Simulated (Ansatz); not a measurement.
The start is a randomly generated symmetric cell of TiAl3 (space group No. 183). Cell shape, volume and atoms are optimised at zero target pressure with PBE (plane waves to 420 eV, PAW, scalar-relativistic; Ansatz, a first-principles code). First-step values are on the input's coarse k-mesh.

Ansatz input (later rounds restart from its end on a renewed k-mesh):
Ansatz 0.2 input:
```yaml
crystal:
  lattice:
    - [4.5051835, 0, 0]
    - [-2.2525917, 3.9016033, 0]
    - [0, 0, 3.9033706]
  atoms:
    - { symbol: Al, position: [0, 0, 0.60581965] }
    - { symbol: Al, position: [0.33333333, 0.66666667, 0.72565565] }
    - { symbol: Al, position: [0.66666667, 0.33333333, 0.72565565] }
    - { symbol: Ti, position: [0, 0, 0.06291017] }
basis: { ecutwfc: 420, ecutrho_ratio: 4, xc_grid: 2, fft_grid_basis: typed }
kpoints: { mp_grid: { grid: [8, 8, 8] } }
hamiltonian:
  xc: pbe
  dispersion: none
  pseudopotentials: { kind: paw }
scf: { occupations: { method: fermi_dirac, width: 0.05 } }
relax: { f_tol: 0.01, max_steps: 100, cell: { stress_tol: 0.02 } }
output: { forces: true, stress: true }
```

| Quantity | Value |
|---|---|
| Outcome | The space group stays P6mm (No. 183) (the run could not lower it), with 4 atoms in the primitive cell |
| Energy released | about 1.4 eV/atom |
| Volume change | +32.5 %, from 17.15 to 22.72 Å³/atom |
| Shortest distances (start → end) | The closest pairs of elements (up to four, under 3.6 Å), start → end: Al–Ti 1.78 → 2.60 Å; Al–Al 2.60 → 2.56 Å |
| Optimiser moves | 19 |

Final values are on a 12×12×9 k-mesh of the relaxed cell. The start holds a very short contact (Al–Ti 1.78 Å). No spin polarisation in the result.

The run could not lose the symmetry of its start, so the end can be a saddle point.

The relaxed structure here is a generated cell of TiAl3: the first start was made by a random draw of sites in a space group, and the end was not matched to a known phase here, so it may be hypothetical. Known forms of TiAl3 include space group No. 139.
